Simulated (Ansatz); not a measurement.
A geometry of AlNi3 away from equilibrium: step 2 of the relaxation of a relaxed AlNi3 cell, doubled along one cell vector, shaken by Gaussian noise of σ = 0.08 Å a coordinate. Method: PBEsol (plane waves to 420 eV, PAW, scalar-relativistic; Ansatz, a program for electronic structure). Γ-centred k-mesh 5×10×13 on the run's cell (coarser than for final values), Fermi–Dirac smearing 0.05 eV.

```xyz
8
Lattice="-3.5961 3.5940 6.7606 1.7938 -1.7924 3.3756 1.8029 1.7972 -3.3779" Properties=species:S:1:pos:R:3:forces:R:3 pbc="T T T" free_energy=-35881.925 pressure_GPa=2.6
Ni     0.0367    -0.0982     3.4579   -0.5865    1.0712   -0.8466
Ni    -1.7931     1.8442     6.7364   -0.0774   -0.4691    0.5100
Ni    -0.0767     1.8606     1.7451    0.9762   -0.8550    0.0457
Ni    -1.8090     3.5598     5.1345   -0.0070    0.3606   -0.7950
Ni     1.8075    -0.0218     1.6474   -0.2253    0.0172    0.8483
Ni    -0.0197     1.7271     5.0334    0.1344    0.7830    0.3695
Al    -0.0326     0.0606     0.0056    0.5294   -0.7449    0.1284
Al    -1.7435     1.8023     3.4180   -0.7440   -0.1629   -0.2603
```

Positions in Å, forces in eV/Å, free energy of the cell in eV (comparable only within this code, potentials and settings). Largest force: 1.49 eV/Å, on Ni1 (atoms numbered as listed); the geometry lies 0.04 eV/atom above the end of its relaxation.

No spin polarisation in the result. A magnetic state may lie lower.

The end of the path is a generated cell of AlNi3: the first start was made by placing the elements on the sites of a structure type, and the end was not matched to a known phase here, so it may be hypothetical. Known forms of AlNi3 include space group No. 221.
